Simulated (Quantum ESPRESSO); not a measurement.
InAl3As3S, input and log of a self-consistent run

A calculation, not a measurement. The program is pw.x of Quantum ESPRESSO 7.5 (plane-wave density functional theory). The cell is made up: 8 atoms on a zincblende/diamond lattice, with randomly drawn elements, strain and displacements, not relaxed. PseudoDojo standard norm-conserving files (v0.5 for PBE, v0.4.1 for LDA and PBEsol) set the functional; there is no spin polarisation, spin-orbit coupling or dispersion term, and the masses in the input are unused placeholders. A spin-polarised start on this cell or one of its family kept no moment.

Input:

```
&control calculation='scf', pseudo_dir='./dojo.nc.sr.pbe.v0_5.standard.upf', outdir='./o', disk_io='medium', tprnfor=.true., tstress=.true. /
&system ibrav=0, nat=8, ntyp=4, nbnd=47, ecutwfc=84.00895049, nosym=.true., tot_charge=0,
 occupations='smearing', smearing='fd', degauss=0.0073498644
/
&electrons conv_thr=7.350e-09, electron_maxstep=60, /
ATOMIC_SPECIES
Al 1.0 Al.upf
As 1.0 As.upf
In 1.0 In.upf
S 1.0 S.upf
CELL_PARAMETERS angstrom
5.6722 0.0 0.0
0.0 5.6722 0.0
0.0 0.0 5.6722
ATOMIC_POSITIONS angstrom
In -0.0347 0.0751 0.0912
Al 0.0586 2.8608 2.8661
Al 2.8812 0.0822 2.8419
Al 2.7073 2.8509 -0.0488
As 1.4526 1.4132 1.3444
S 1.4271 4.3256 4.2056
As 4.2811 1.4111 4.2869
As 4.3192 4.3411 1.4356
K_POINTS automatic
6 6 6 1 1 1
```

The log is shortened where brackets say so; the opening notice, blank lines, dates and the lines on written files are dropped, and the path of the files is cut. It prints rydbergs, bohrs and kilobars, and counts compression as positive stress.

```
     Program PWSCF v.7.5
     Parallel version (MPI & OpenMP), running on       1 processor cores
     Number of MPI processes:                 1
     Threads/MPI process:                     1
     [start-up lines left out]
     bravais-lattice index     =            0
     lattice parameter (alat)  =      10.7189  a.u.
     unit-cell volume          =    1231.5476 (a.u.)^3
     number of atoms/cell      =            8
     number of atomic types    =            4
     number of electrons       =        73.00
     number of Kohn-Sham states=           47
     kinetic-energy cutoff     =      84.0090  Ry
     charge density cutoff     =     336.0358  Ry
     scf convergence threshold =      7.3E-09
     mixing beta               =       0.7000
     number of iterations used =            8  plain     mixing
     Exchange-correlation= PBE
                           (   1   4   3   4   0   0   0)
     [axes and pseudopotential details left out]
   Cartesian axes
     site n.     atom                  positions (alat units)
         1        In     tau(   1) = (  -0.0061176   0.0132400   0.0160784  )
         2        Al     tau(   2) = (   0.0103311   0.5043546   0.5052890  )
         3        Al     tau(   3) = (   0.5079511   0.0144917   0.5010225  )
         4        Al     tau(   4) = (   0.4772928   0.5026092  -0.0086034  )
         5        As     tau(   5) = (   0.2560911   0.2491450   0.2370156  )
         6        S      tau(   6) = (   0.2515955   0.7625965   0.7414407  )
         7        As     tau(   7) = (   0.7547512   0.2487747   0.7557738  )
         8        As     tau(   8) = (   0.7614682   0.7653291   0.2530940  )
     number of k points=   108  Fermi-Dirac smearing, width (Ry)=  0.0073
     Number of k-points >= 100: set verbosity='high' to print them.
     Dense  grid:   127915 G-vectors     FFT dimensions: (  64,  64,  64)
     Estimated max dynamical RAM per process >     181.90 MB
     Initial potential from superposition of free atoms
     starting charge      72.9880, renormalised to      73.0000
     Starting wfcs are   52 randomized atomic wfcs
     total cpu time spent up to now is       61.9 secs
     per-process dynamical memory:   103.7 Mb
     Self-consistent Calculation
     iteration #  1     ecut=    84.01 Ry     beta= 0.70
     Davidson diagonalization with overlap
     ethr =  1.00E-02,  avg # of iterations =  3.9
     Threshold (ethr) on eigenvalues was too large:
     Diagonalizing with lowered threshold
     Davidson diagonalization with overlap
     ethr =  3.57E-04,  avg # of iterations =  4.6
     total cpu time spent up to now is      363.4 secs
     total energy              =    -805.28466923 Ry
     estimated scf accuracy    <       0.27313367 Ry
     iteration #  2     ecut=    84.01 Ry     beta= 0.70
     Davidson diagonalization with overlap
     ethr =  3.74E-04,  avg # of iterations =  3.7
     total cpu time spent up to now is      486.6 secs
     total energy              =    -805.33843431 Ry
     estimated scf accuracy    <       0.05365033 Ry
     iteration #  3     ecut=    84.01 Ry     beta= 0.70
     Davidson diagonalization with overlap
     ethr =  7.35E-05,  avg # of iterations =  5.2
     total cpu time spent up to now is      593.1 secs
     total energy              =    -805.34973762 Ry
     estimated scf accuracy    <       0.00560974 Ry
     iteration #  4     ecut=    84.01 Ry     beta= 0.70
     Davidson diagonalization with overlap
     c_bands:  1 eigenvalues not converged
     c_bands:  1 eigenvalues not converged
     c_bands:  1 eigenvalues not converged
     c_bands:  1 eigenvalues not converged
     ethr =  7.68E-06,  avg # of iterations =  8.9
     total cpu time spent up to now is      712.1 secs
     total energy              =    -805.35109219 Ry
     estimated scf accuracy    <       0.00254211 Ry
     iteration #  5     ecut=    84.01 Ry     beta= 0.70
     Davidson diagonalization with overlap
     ethr =  3.48E-06,  avg # of iterations =  2.7
     total cpu time spent up to now is      802.7 secs
     total energy              =    -805.35156233 Ry
     estimated scf accuracy    <       0.00003464 Ry
     iteration #  6     ecut=    84.01 Ry     beta= 0.70
     Davidson diagonalization with overlap
     ethr =  4.75E-08,  avg # of iterations =  4.1
     total cpu time spent up to now is      989.6 secs
     total energy              =    -805.35157563 Ry
     estimated scf accuracy    <       0.00000928 Ry
     iteration #  7     ecut=    84.01 Ry     beta= 0.70
     Davidson diagonalization with overlap
     ethr =  1.27E-08,  avg # of iterations =  2.2
     total cpu time spent up to now is     1171.6 secs
     total energy              =    -805.35157761 Ry
     estimated scf accuracy    <       0.00000172 Ry
     iteration #  8     ecut=    84.01 Ry     beta= 0.70
     Davidson diagonalization with overlap
     ethr =  2.36E-09,  avg # of iterations =  2.0
     total cpu time spent up to now is     1364.6 secs
     total energy              =    -805.35157791 Ry
     estimated scf accuracy    <       0.00000015 Ry
     iteration #  9     ecut=    84.01 Ry     beta= 0.70
     Davidson diagonalization with overlap
     ethr =  2.05E-10,  avg # of iterations =  3.5
     total cpu time spent up to now is     1546.7 secs
     End of self-consistent calculation
     [lines on levels left out]
!    total energy              =    -805.35157796 Ry
     estimated scf accuracy    <          6.3E-09 Ry
     smearing contrib. (-TS)   =      -0.00601195 Ry
     internal energy E=F+TS    =    -805.34556601 Ry
     The total energy is F=E-TS. E is the sum of the following terms:
     one-electron contribution =    -498.88566133 Ry
     hartree contribution      =     284.68349684 Ry
     xc contribution           =    -195.60898599 Ry
     ewald contribution        =    -395.53441553 Ry
     convergence has been achieved in   9 iterations
     Forces acting on atoms (cartesian axes, Ry/au):
     atom    1 type  3   force =     0.02170634   -0.02149041   -0.05286801
     atom    2 type  1   force =    -0.00324774   -0.00504714   -0.00785663
     atom    3 type  1   force =    -0.00564549   -0.00944592   -0.00627223
     atom    4 type  1   force =     0.04315228    0.02636403   -0.00725058
     atom    5 type  2   force =     0.05308054    0.06239942    0.08913072
     atom    6 type  4   force =     0.02410499   -0.02391670   -0.02046860
     atom    7 type  2   force =    -0.04766522    0.07380122   -0.05191360
     atom    8 type  2   force =    -0.08548568   -0.10266450    0.05749893
     Total force =     0.233219     Total SCF correction =     0.000378
     Computing stress (Cartesian axis) and pressure
          total   stress  (Ry/bohr**3)                   (kbar)     P=       67.57
   0.00044601   0.00019020   0.00003082           65.61       27.98        4.53
   0.00019020   0.00047293  -0.00014603           27.98       69.57      -21.48
   0.00003082  -0.00014603   0.00045910            4.53      -21.48       67.54
     init_run     :     58.13s CPU     61.69s WALL (       1 calls)
     electrons    :   1449.44s CPU   1484.80s WALL (       1 calls)
     forces       :     14.03s CPU     14.19s WALL (       1 calls)
     stress       :     60.46s CPU     60.74s WALL (       1 calls)
     [timing details left out]
     PWSCF        :  26m22.52s CPU  27m 2.33s WALL
     JOB DONE.
```

In other units: free energy -10957.366 eV for the cell, pressure 6.76 GPa, largest force component 2.640 eV/Å. A rerun of a related cell, with the same atoms placed differently, at 1437 eV and a 8 x 8 x 8 mesh moved values by no more than 0.002 eV in energy, 0.06 GPa in stress and 0.008 eV/Å in force.